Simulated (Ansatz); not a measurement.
One crystal and one scan (scan of one atom of the cell) at two levels, PBE-D3(BJ) (plane waves to 420 eV, PAW, scalar-relativistic; Ansatz, an electronic-structure program) and r2SCAN+rVV10 (plane waves to 500 eV, PAW, scalar-relativistic; Ansatz), each from its own relaxed cell and on its own mesh. The cell shown is that of PBE-D3(BJ).

Starting cell, MoS2 (2H-MoS2 type, space group P6_3/mmc):

```yaml
crystal:
  lattice:
    - [3.14944, 0.00000, 0.00000]
    - [-1.57472, 2.72750, 0.00000]
    - [0.00000, 0.00000, 12.09150]
  atoms:
    - { symbol: Mo, position: [0.33333, 0.66667, 0.25000] }
    - { symbol: Mo, position: [0.66667, 0.33333, 0.75000] }
    - { symbol: S, position: [0.33333, 0.66667, 0.62050] }
    - { symbol: S, position: [0.66667, 0.33333, 0.12050] }
    - { symbol: S, position: [0.66667, 0.33333, 0.37950] }
    - { symbol: S, position: [0.33333, 0.66667, 0.87950] }
```

In each cell atom 4 (S, nearest neighbour Mo at 2.400 Å; its periodic images, 3.1 Å or more away, move with it) moves by s·(0.707, 0.707, 0.000) (along Cartesian [110]), the rest being held.

The energy includes the smearing's −TS. MoS2 is run without spin polarisation. MoS2 was relaxed with its symmetry unable to fall. The PAW data are Ansatz's earlier set. Both scans cover s from -0.480 to 0.480 Å.

ΔE (meV/cell), each from the undisplaced structure of its own level:

```csv
s (Å),PBE-D3(BJ),r2SCAN+rVV10
-0.480,936,958
-0.384,629,643
-0.288,369,377
-0.192,170,174
-0.096,44,45
0.000,0,0
0.096,47,48
0.192,191,withheld
0.288,438,446
0.384,791,805
0.480,1247,1268
```

**Question.** Estimate the r2SCAN+rVV10 value at 0.192 from the PBE-D3(BJ) value there and the ratio of the two levels in the two nearest given rows on that side of the minimum.

**Answer.** At 0.288 and 0.096 the ratio r2SCAN+rVV10/PBE-D3(BJ) averages 1.020, which gives 1.020 × 191 = 195 meV/cell. The calculation gives 195 meV/cell, +2.1 % against PBE-D3(BJ).

(For displaced atoms, the force is minus the slope of the energy, and its curvature is a force constant, which sets phonon frequencies.)
